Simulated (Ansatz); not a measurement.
Input and command of a plane-wave DFT calculation in Ansatz:

```yaml
crystal:
  lattice:
    - [0.0, 3.0931634693, 3.0931634693]
    - [3.0931634693, 0.0, 3.0931634693]
    - [3.0931634693, 3.0931634693, 0.0]
  atoms:
    - { symbol: In, position: [0.0, 0.0, 0.0] }
    - { symbol: As, position: [0.25, 0.25, 0.25] }
basis:
  ecutwfc: 420
kpoints:
  mp_grid: { grid: [12, 12, 12] }
hamiltonian:
  xc: lda
scf:
  occupations: { method: gaussian, width: 0.1 }
output:
  forces: true
  stress: true
  eigenvalues: true
relax:
  adjacent_minimum: "off"
  f_tol: 0.005
  max_steps: 50
  cell: { stress_tol: 0.05 }
```

```bash
ansatz run input.yaml --threads 1 --pin off --max-ram 2560MiB --backend cpu --events-out ev --progress --plain --runs-dir out
```

Processor: Intel(R) Xeon(R) Platinum 8375C CPU @ 2.90GHz (Ice Lake), 1 thread, on a host shared with other jobs.

Task: Estimate time, memory and problem size.

Result: About 48 s on 1 thread of Intel(R) Xeon(R) Platinum 8375C CPU @ 2.90GHz (Ice Lake), with other jobs on the host, peak memory 0.46 GiB. It solves 18 bands at 72 k points (the mesh reduced by the symmetry that the task leaves, which can be less than the crystal's) with about 1067 plane waves (on the last cell), in 27 SCF iterations over 5 ionic steps.
